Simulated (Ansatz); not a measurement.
Consider a crystal of CsLi₃P₂ in space group P6/mmm (No. 191), with Cs on 1a; Li on 3g; P on 2d.

Computed with DFT PBE, scalar-relativistic, plane waves, PAW (Ansatz 0.2.0). Cutoff 420 eV, Γ-centred mesh, Gaussian smearing, no spin polarisation.

Energies over the elements count from the elements' standard structures at the same level, with no fitted energy shifts. The references include black phosphorus.

Problem. Predict the relaxed structure.

Solution.

Space group P6/mmm (No. 191). a = 7.881 Å, b = 7.881 Å, c = 3.315 Å, α = 90.00°, β = 90.00°, γ = 120.00°
| atom | site | symmetry | x | y | z |
| --- | --- | --- | --- | --- | --- |
| Cs | 1a | 6/mmm | 0.0000 | 0.0000 | 0.0000 |
| Li | 3g | mmm | 0.5000 | 0.0000 | 0.5000 |
| P | 2d | -6m2 | 0.3333 | 0.6667 | 0.5000 |

Around Cs lie 2 Cs at 3.32 Å; Li is surrounded by 2 P at 2.27 Å; around P lie 3 Li at 2.27 Å. Another local minimum with the same sites may exist.

Problem. Where does its energy lie, and is it a metal?

Solution. The energy over the elements is −0.03 eV/atom and the gap on the 6×6×12 mesh of the 6-atom cell is 0 eV (a metal). The formation energy is too near zero to say whether this cell lies below the elements.

The last run used Gaussian smearing of 0.10 eV. For metals, differences of a few meV/atom aren't resolved. The reference form of P is held partly by dispersion forces, which this level lacks. A structure relaxed within its symmetry needn't be a true minimum.
